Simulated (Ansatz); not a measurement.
**Ansatz run, V$_{3}$Sb**

input.yaml (Ansatz 0.2.0)

```yaml
crystal:
  lattice:
    - [4.941779, 0.0, 0.0]
    - [0.0, 4.941779, 0.0]
    - [0.0, 0.0, 4.941779]
  atoms:
    - { symbol: Sb, position: [0.0, 0.0, 0.0] }
    - { symbol: Sb, position: [0.5, 0.5, 0.5] }
    - { symbol: V, position: [0.25, 0.0, 0.5] }
    - { symbol: V, position: [0.5, 0.75, 0.0] }
    - { symbol: V, position: [0.75, 0.0, 0.5] }
    - { symbol: V, position: [0.5, 0.25, 0.0] }
    - { symbol: V, position: [0.0, 0.5, 0.75] }
    - { symbol: V, position: [0.0, 0.5, 0.25] }
  symmetry: { tolerance: 0.0003 }
kpoints:
  mp_grid: { grid: [7, 7, 7], shift: [0, 0, 0] }
  band_path:
    path:
      - [0.0, 0.0, 0.0]
      - [0.0, 0.5, 0.0]
      - [0.5, 0.5, 0.0]
      - [0.0, 0.0, 0.0]
      - [0.5, 0.5, 0.5]
      - [0.0, 0.5, 0.0]
      - [0.5, 0.5, 0.5]
      - [0.5, 0.5, 0.0]
    npoints: 8
magnetization:
  spin_polarized: false
scf:
  occupations: { method: fermi_dirac }
  lower_state_search: "off"
  max_iter: 200
hamiltonian:
  pseudopotentials: { kind: paw }
  xc: r2scan
basis:
  ecutwfc: 500
  fft_grid_basis: typed
output:
  forces: true
  stress: true
  eigenvalues: true
  bader: true
  populations: true
  elf: true
  write_potential: true
  volumetric_format: npy
  dos:
    e_range: [-12, 8]
    de: 0.05
    projected: { site_lists: { Sb: [Sb], V: [V] } }
checkpoint:
  read: saved_state
```

The saved state is an earlier solution for the same cell, perhaps on another mesh. 

Output (shortened):

```
Pseudopotentials: kind: paw
Pseudopotential: Sb, paw, valence charge 15, recommended cutoff 500 eV (meta_gga), Sb.paw.azcp
Pseudopotential: V, paw, valence charge 13, recommended cutoff 500 eV (meta_gga), V.paw.azcp
Functional definition: r2SCAN
  exchange = r2scan_x(k0 = k0, k1 = k1, a1 = a1)
  correlation = r2scan_c
Crystal: 8 atoms, lattice volume = 120.684 Å³
Basis set: ecut = 500 eV, 3071 PW (Γ), exchange–correlation on 160×160×160 points (64 copies of the dense FFT grid, shifted against one another)
Bands: 65, of which v1, the nominal top of the filled ones, is band 54 counted from 1 (53 counted from 0)
Symmetry: 48 space group operations
Space group: Pm-3n (ITA 223), of the structure as read, at distance tolerance 1.5e-3 Å
k-points: 20 of 343
Initial density: read from a saved state, or passed on in memory by an earlier SCF of this step, an earlier step, the calling program or the single point that the run made first
Functional: x = r2scan, c = r2scan; τ floored in thin density (d = 2e-4 eV/Å³)
Free energy (F): -30502.9006 eV
Harris-Foulkes:  -30502.9006 eV  (|F-HF|=8.33e-10)
Internal energy: -30502.7476 eV  (E = F + TS)
E sigma→0 (E₀):  -30502.8241 eV
Entropy (-TS):   -0.1530 eV (-19.126 meV/atom)
Fermi energy:    16.8111 eV
--- Stress (GPa, compression-positive) ---
       -3.8996       0.0000       0.0000
        0.0000      -3.8996       0.0000
        0.0000       0.0000      -3.8996
  P = ⅓ Tr σ = -3.8996 GPa (-38.996 kbar)
--- Löwdin populations: 8 sites ---
  site symbol       q [e]
     0     Sb     15.1906
     1     Sb     15.1906
     2      V     12.7455
     3      V     12.7455
     4      V     12.7455
     5      V     12.7455
     6      V     12.7455
     7      V     12.7455
  spilling = 0.0106 (of n_electrons = 108.0000)
--- Bader charges: 8 sites ---
  site symbol  charge [e]  shift [e]
     0     Sb     -1.3638     0.0046
     1     Sb     -1.3636     0.0046
     2      V      0.4546     0.0015
     3      V      0.4546     0.0015
     4      V      0.4546     0.0015
     5      V      0.4546     0.0015
     6      V      0.4546     0.0015
     7      V      0.4546     0.0015
```

Origin: a database entry at a rescaled volume. Caveats: no spin polarisation, so a magnetic state may lie lower.
